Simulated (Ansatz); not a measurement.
## Calculated with Ansatz: Na$_{2}$TiF$_{6}$, settings compared

The command:

```bash
ansatz run input.yaml --threads 1 --pin off --max-ram 2560MiB --backend cpu --events-out ev --progress --plain --runs-dir out
```

Input:

```yaml
crystal:
  lattice:
    - [5.351616, 0.0, 0.0]
    - [-2.675808, 4.63464, 0.0]
    - [0.0, 0.0, 4.359951]
  atoms:
    - { symbol: F, position: [0.156, 0.844, 0.244] }
    - { symbol: F, position: [0.156, 0.312, 0.244] }
    - { symbol: F, position: [0.688, 0.844, 0.244] }
    - { symbol: F, position: [0.844, 0.156, 0.756] }
    - { symbol: F, position: [0.312, 0.156, 0.756] }
    - { symbol: F, position: [0.844, 0.688, 0.756] }
    - { symbol: Ti, position: [0.0, 0.0, 0.0] }
    - { symbol: Na, position: [0.3333, 0.6667, 0.7] }
    - { symbol: Na, position: [0.6667, 0.3333, 0.3] }
  symmetry: { tolerance: 0.0003 }
kpoints:
  mp_grid: { grid: [4, 4, 4], shift: [0, 0, 0] }
magnetization:
  spin_polarized: false
scf:
  occupations: { method: methfessel_paxton, width: 0.1778 }
hamiltonian:
  pseudopotentials: { kind: paw }
  xc: r2scan
basis:
  ecutwfc: 500
output:
  forces: true
  stress: true
  eigenvalues: true
```

Origin of the cell: a known structure type with other elements, at an estimated volume, so it need not be a known compound.

Output of this run (shortened):

```
SCF iter   1: F=—  HF=-10352.562348 eV  Δρ=1.63e-2  dr2=3.20e-1  dr2_τ=2.98e-1
SCF iter   2: F=—  HF=-10352.645655 eV  S|Δr|=    0.00e0  Δρ=6.63e-3  dr2=1.73e-2  dr2_τ=1.04e-2  defer=33
SCF iter   3: F=—  HF=-10352.644747 eV  S|Δr|=    0.00e0  Δρ=2.38e-3  dr2=2.66e-3  dr2_τ=5.79e-4  defer=20
SCF iter   4: F=—  HF=-10352.644930 eV  S|Δr|=    0.00e0  Δρ=7.45e-4  dr2=2.03e-4  dr2_τ=5.47e-5  defer=20
SCF iter   5: F=—  HF=-10352.644966 eV  S|Δr|=    0.00e0  Δρ=8.75e-5  dr2=4.92e-6  dr2_τ=8.31e-7  defer=20
SCF iter   6: F=—  HF=-10352.644965 eV  S|Δr|=    0.00e0  Δρ=1.44e-5  dr2=1.73e-7  dr2_τ=2.38e-8  defer=20
SCF iter   7: F=-10352.644965 eV  HF=-10352.644965 eV  S|Δr|=    0.00e0  Δρ=2.69e-6  dr2=7.67e-9  dr2_τ=5.29e-10
SCF 1 converged in 7 iterations: F = -10352.644965 eV  dr2 = 7.67e-9
SCF converged after 7 iterations
Stability not checked: this state was not tested for a lower state beside it, because cold or Methfessel-Paxton smearing, or corrected tetrahedra, fill the levels in a way that the test cannot read (fill_not_monotonic; […]
Free energy (F): -10352.644965 eV
Harris-Foulkes:  -10352.644965 eV  (|F-HF|=1.71e-9)
Internal energy: -10352.644965 eV  (E = F + TS)
E sigma→0 (E₀):  -10352.644965 eV
Fermi energy:    4.376214 eV
--- Per-component energies (eV) ---
  E_band       = -965.574102
  E_kinetic    = 1774.222819
  E_local      = -7154.226588  (includes V_loc(G=0)·N_el)
  E_nonlocal   = 668.875387
  E_hartree    = 2660.639534
  E_xc         = -646.705855
  E_vxc        = -948.413423  (∫ρ·V_xc dr)
  E_paw        = -2808.601363  (= ΣΔE_a)
  E_vpaw       = -698.787691  (= ΣTr[D̂ρ^β])
  E_aug_tail   = 0.006093  (compensation charges beyond the density's cutoff)
  E_vtau       = 71.469325  (kinetic-family band-sum trace: ∫τ·v_τ [+ j·A + Jᵃ·Aᵃ] dr)
  E_ewald      = -4846.360651
  E_core_change = -0.494341  (= ΣΔE_core)
  E_smearing   = 0.000000  (= −TS)
  Σ components = -10352.644965   (vs F -10352.644965, Δ=0.00e0)
--- Forces (eV/Å), atoms counted from 1 ---
[… 4 lines left out …]
  atom   5  F      1.884334     1.087921    -0.809980
  atom   6  F     -0.000000    -2.175842    -0.809980
  atom   7  Ti     0.000000    -0.000000     0.000000
  atom   8  Na    -0.000000     0.000000    -0.248737
  atom   9  Na     0.000000    -0.000000     0.248737
  max |Σ_I F_I| component: 7.52e-16 eV/Å
--- Stress (GPa, compression-positive) ---
       11.476552       0.000000       0.000000
        0.000000      11.476552       0.000000
        0.000000       0.000000       9.372701
  P = ⅓ Tr σ = 10.7753 GPa (107.753 kbar)
```

The same input was run again with these changes:

1. `kpoints.mp_grid.grid` [4, 4, 4] → [1, 1, 1]; `basis.ecutrho_ratio` default → 6
2. `scf.eigensolver.kind` default → davidson
3. `scf.convergence.dr2_threshold` default → 1.0e-09; `accuracy` default → high
4. `hamiltonian.hubbard` default → { sites: [{ species: Ti, l: d, u_eff: 3.0 }], double_counting: fll }; `scf.mixing.preconditioner` default → local_kerker

```
 run        end  SCF iterations  P (GPa)  max force component (eV/Å)  moment (μB)  ΔE(σ→0) (meV/atom)
base  converged               7    10.78                       2.176            –                   0
   1  converged               7    13.10                       2.177            –              104.58
   2  converged               7    10.78                       2.176            –                0.00
   3  converged               8    10.78                       2.176            –                0.00
   4  converged               9    11.75                       2.312            –                   –
```

Energies are compared only where functional, datasets, charge and starting cell are the same.

Not properties of the system: run 1 (too coarse or loose: `kpoints.mp_grid.grid` = [1, 1, 1]).

Caveats of the base run: wide smearing.

The base run ran for 4.5 s on 1 thread of Intel(R) Xeon(R) 6975P-C (Granite Rapids), on a shared host, peak memory 0.77 GiB, from the program's own first density.
